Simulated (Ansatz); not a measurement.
**RbAsH2O4, a known structure type with other elements, at an estimated volume**

```
CELL_PARAMETERS angstrom
0.00000 5.33122 3.61775
0.00000 -5.33122 3.61775
5.39516 0.00000 -3.61775
ATOMIC_POSITIONS crystal
O 0.27580 0.04760 0.05660
O 0.99100 0.21920 0.94340
O 0.96920 0.24100 0.44340
O 0.79760 0.52580 0.55660
As 0.00000 0.00000 0.00000
As 0.75000 0.25000 0.50000
H 0.27840 0.91500 0.91280
H 0.00220 0.36560 0.08720
H 0.11560 0.25220 0.58720
H 0.66500 0.52840 0.41280
Rb 0.51650 0.51650 0.00000
Rb 0.26650 0.76650 0.50000
O 0.97480 0.03120 0.22920
O 0.80200 0.74560 0.77080
O 0.49560 0.05200 0.27080
O 0.78120 0.22480 0.72920
```

Method: PBE, no spin polarisation; PAW, plane waves to 420 eV, 5×5×5 Γ-centred mesh, fermi-dirac occupations (width 0.1 eV) (Ansatz 0.2.0), atoms fixed.

**Question.** What do density and ELF say about some of the short contacts?

**Answer.** O–H at 1.06 Å: least valence density 1.89 e/Å³ and ELF 0.96 there. As–O at 1.51 Å: least valence density 2.17 e/Å³ and ELF 0.71 there. O–O at 1.63 Å: least valence density 1.05 e/Å³ and ELF 0.20 there. Both are smooth PAW fields, read partly inside the augmentation spheres.

**Question.** Is it stable against the elements?

**Answer.** 0.43 eV an atom against the elements' usual phases (free molecules for gases, crystals otherwise, with no correction for O₂ or N₂), so at this geometry it isn't bound against them. Relaxing would lower it.

**Question.** Is the cell too large or too small?

**Answer.** The pressure is 57.4 GPa (compression positive), so with the atoms held at these fractions the cell would first expand; the forces are large, so a full relaxation may end otherwise. The principal stresses 34.2, 63.2, 74.8 GPa differ, so its shape would change too.

**Question.** Metal or insulator?

**Answer.** It is a metal on this mesh, though the bands barely overlap, with about 2.2 states/eV a cell as the mean within 0.25 eV of the Fermi level, mostly O p (73 %).

**Question.** Which atom feels the largest force, and which way?

**Answer.** The largest is on O1 (and as large on other atoms): 11.47 eV/Å, components (-9.79, 0.42, 5.95). It makes 48° with the line to a nearest neighbour, H7 at 1.06 Å.

Origin: a known structure type with other elements, at an estimated volume, so it need not be a known compound. Caveats: atoms or cell far from equilibrium.
